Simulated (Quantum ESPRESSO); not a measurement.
```cif
data_K2S
_chemical_formula_sum 'S1 K2'
_space_group_name_H-M_alt 'P 1'
_space_group_IT_number 1
_cell_length_a 5.18617
_cell_length_b 5.18617
_cell_length_c 5.18617
_cell_angle_alpha 60.000
_cell_angle_beta 60.000
_cell_angle_gamma 60.000
loop_
_space_group_symop_operation_xyz
  'x, y, z'
loop_
_atom_site_label
_atom_site_type_symbol
_atom_site_fract_x
_atom_site_fract_y
_atom_site_fract_z
_atom_site_occupancy
S1 S 0.00000 0.00000 0.00000 1
K1 K 0.75000 0.75000 0.75000 1
K2 K 0.25000 0.25000 0.25000 1
```

Cell and atoms were relaxed with PBEsol from Materials Project entry mp-1022, within its symmetry.

Task: What does norm-conserving PBEsol (Quantum ESPRESSO, 74 Ry, without SOC) give for the electronic structure near the Fermi level?

Result: The PBEsol gap is indirect, 2.35 eV, from X to Γ; the smallest direct gap is 2.58 eV. Another valence extremum on the path lies within 0.02 eV, too close to call.
